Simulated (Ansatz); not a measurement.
## GeSe as a free-standing sheet: computed properties

GeSe:
```yaml
crystal:
  lattice:
    - [3.90628, 0.00000, 0.00000]
    - [0.00000, 4.02525, 0.00000]
    - [0.00000, 0.00000, 32.00000]
  atoms:
    - { symbol: Ge, position: [0.00000, 0.03780, 0.46351] }
    - { symbol: Ge, position: [0.50000, 0.53780, 0.53649] }
    - { symbol: Se, position: [0.50000, 0.59667, 0.45907] }
    - { symbol: Se, position: [0.00000, 0.09667, 0.54093] }
```
Free-standing layer in the xy plane with vacuum along z and no interaction between images.

Method: DFT-LDA in the program Ansatz with PAW potentials. Lattice and atoms are relaxed at this level; other levels are named.

Structure:

```yaml
In-plane lattice: a = 3.906 Å, b = 4.025 Å
distance_between_the_outermost_nuclei: 2.62 Å
```

Electronic structure:

```yaml
band_gap: 0.81 eV (indirect)
valence_band_maximum: on the Y–Γ line, 21 % of the way from Y
conduction_band_minimum: on the Γ–X line, 82 % of the way from Γ
Ionisation potential (Kohn–Sham): 4.41 eV
Electron affinity (Kohn–Sham): 3.60 eV
Electron effective mass, in the valley on the Γ–X line, 82 % of the way from Γ: 0.12 along x, 0.11 along y (mₑ)
Hole effective mass, in the valley on the Y–Γ line, 21 % of the way from Y: 0.13 along x, 0.097 along y (mₑ)
```

Space group Pmn2_1 (puckered). The layer was cut from a bulk entry of the Materials Project (measured or hypothetical); whether that bulk phase is the ambient one, and whether the layer has been isolated, was not checked. The cell was relaxed with LDA under the symmetry of its start; whether a distortion lowers the energy is not shown. Spin–orbit coupling is left out wherever it is not named.

Potentials: the later of the program's two PAW sets.
